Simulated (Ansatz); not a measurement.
**Straining TaBeB**

Theory: DFT r2SCAN, scalar-relativistic, plane waves, PAW (Ansatz 0.2.0). Run with 500 eV cutoff, 15×15×14 k-mesh, Gaussian smearing of 0.10 eV, no spin polarisation.

Starting point, cell and atoms relaxed:

```
CELL_PARAMETERS angstrom
3.24641 0.00000 0.00000
-1.62320 2.81147 0.00000
0.00000 0.00000 3.24432
ATOMIC_POSITIONS crystal
Ta 0.33333 0.66667 0.00000
Be 0.66667 0.33333 0.50000
B 0.00000 0.00000 0.50000
```

Deformation: biaxial strain in the a-b plane, with the length and tilt of c and the atoms relaxed, all within the symmetry that the strain leaves. Energies are extrapolated to zero smearing.

Spin–orbit coupling is left out, which can shift energies with elements as heavy as these.

```
strain (%)  ΔE (meV/atom) a (Å) b (Å) c (Å)
      -4.5           80.9  3.100  3.100  3.315
      -3.0           34.4  3.149  3.149  3.292
      -1.5            8.3  3.198  3.198  3.269
      +0.0            0.0  3.246  3.246  3.244
      +1.5            7.8  3.295  3.295  3.222
      +3.0           30.1  3.344  3.344  3.199
      +4.5           65.0  3.392  3.392  3.173
```

Problem. What stiffness (1/V) d²E/dε² at zero strain does a cubic fit over all points give?

Solution. A cubic fit gives (1/V) d²E/dε² = 1170 GPa at zero strain (twice the biaxial modulus).

Problem. How does the free axis c answer a small strain?

Solution. Between the innermost points its strain is -0.48 times the applied one.